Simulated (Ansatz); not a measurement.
## GaN, first-principles data

GaN in space group P6_222 (No. 180; Ga on 3d, N on 3c), a = 3.164 Å, b = 3.164 Å, c = 7.439 Å, α = 90.00°, β = 90.00°, γ = 120.00°.

Space group P6_222 (No. 180); conventional cell a = b = 3.1636 Å, c = 7.4390 Å, α = β = 90.00°, γ = 120.00°.

Method: the program Ansatz at the PBE level (PAW). The cell and atoms are relaxed at this level. Other levels are named where they apply.

Cell and energy:

* **Volume per atom**: 10.75 Å³
* **Density**: 6.47 g/cm³
* **Formation energy from the elements (no fitted shifts)**: -0.063 eV/atom

Electronic structure:

- Band gap = 1.20 eV (direct)
- Valence-band maximum = at Γ
- Conduction-band minimum = at Γ
- Electron effective mass = 0.12 mₑ (isotropic)
- Hole effective mass = 0.54, 0.54, 5.3 mₑ (principal values)
- Gap with spin–orbit coupling = 1.20 eV

Mechanics:

Bulk modulus (Birch–Murnaghan fit): 180 GPa
Pressure derivative B′: 4.5

The start of the workflow was typed in or built on a structure type; neither database checked (COD, Materials Project) lists it. It is not the phase usual at ambient conditions (space group No. 186, 216). Symmetry was held in the PBE relaxation; whether a distortion lowers the energy is not shown. The references are the lowest solids computed at this level, not always the standard phases (solids in place of the gases). Spin–orbit coupling is left out wherever it is not named.

Potentials: the later of the program's two PAW sets.
